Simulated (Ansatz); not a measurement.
CaF2 (fluorite, Fm-3m), PBE (plane waves, PAW; program Ansatz). The conduction-band minimum lies at Γ, with 1 equivalent valley. Second derivatives d²E/dk² of the lowest band at one valley (eV·Å²), along Cartesian directions:

```tsv
direction	d²E/dk²
[100]	13.83
[010]	13.83
[001]	13.83
[110]	13.83
[101]	13.83
[011]	13.83
```

### Question
Find the principal effective masses, the density-of-states mass and the conductivity mass.

### Answer
Off-diagonal terms follow from H_xy = H[110] − (H_xx + H_yy)/2, and m*/mₑ = 7.620 eV·Å² over each eigenvalue: 0.55, 0.55, 0.55. One valley's DOS mass (m₁m₂m₃)^(1/3) = 0.55, conductivity mass 3/(Σ 1/mᵢ) = 0.55 mₑ.

### Question
What effective density of states Nc follows at 300 K for parabolic valleys?

### Answer
Nc = 2.509e19 × 1 × (0.55)^(3/2) ≈ 1.0e19 cm⁻³.

Symmetry was held in the PBE relaxation.

Potentials: the later of the program's two PAW sets.

Edges and masses are those of Kohn–Sham bands, whose gap is no quasiparticle gap.
